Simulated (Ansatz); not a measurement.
Calculated coordination and ⁷Li quadrupole coupling for Li3SiBiCO7

Cell: a Materials Project structure (computed, not necessarily an observed phase), taken as it stands.

```xyz
26
Lattice="4.9744 0.0000 0.0000 0.0000 7.1450 0.0000 -0.3343 0.0000 9.0646" Properties=species:S:1:pos:R:3 pbc="T T T"
Li    3.4307    5.3588    8.3512
Li    0.8532    6.6446    6.6794
Li    0.8532    4.0729    6.6794
Li    3.7869    3.0721    2.3852
Li    3.7869    0.5004    2.3852
Li    1.2094    1.7863    0.7134
Si    3.3581    5.3588    5.4763
Si    1.2820    1.7863    3.5883
Bi    3.6085    1.7863    5.8873
Bi    1.0316    5.3588    3.1773
C     3.2267    1.7863    8.7784
C     1.4134    5.3588    0.2862
O     1.3420    5.3588    8.0711
O     4.4486    1.7863    8.3491
O     2.2246    1.7863    7.9614
O     3.9035    6.6466    6.3517
O     3.9035    4.0709    6.3517
O     1.6975    5.3588    5.4278
O     0.8364    1.7863    5.1914
O     3.8038    5.3588    3.8732
O     2.9426    1.7863    3.6368
O     0.7366    3.0741    2.7129
O     0.7366    0.4984    2.7129
O     2.4155    5.3588    1.1033
O     0.1915    5.3588    0.7155
O     3.2981    1.7863    0.9935
```

Atom numbers follow the list; atoms alike are taken as one site, whose name carries the number of the first.

Computed with Ansatz: DFT, PBE, plane waves and PAW, scalar-relativistic, 420 eV cutoff, Γ-centred 5×3×3 k-points, Fermi–Dirac smearing 0.02 eV.

Q(⁷Li) = -40.10 mb.

Task: Rank these Li sites by |C_Q|, smallest first.
A. Li1: 5 O at 2.00–2.42 Å
B. Li2: 3 O at 1.95–1.98 Å; also 5 O at 2.73–3.23 Å

Result: B (0.171 MHz, η = 0.73), A (0.230 MHz, η = 0.97).

At Li2 V_zz stands upright on the plane through its three neighbours (within 4°). Like point charges on the first shell alone (each adding as 1/d³) would give the same order.

The largest force is 0.4 eV/Å, so the atoms aren't at the calculated equilibrium and relaxing them would move these values. With these PAW files V_zz is typically within 2 to 3 % of all-electron values, but misses above 10 % occur on Li.
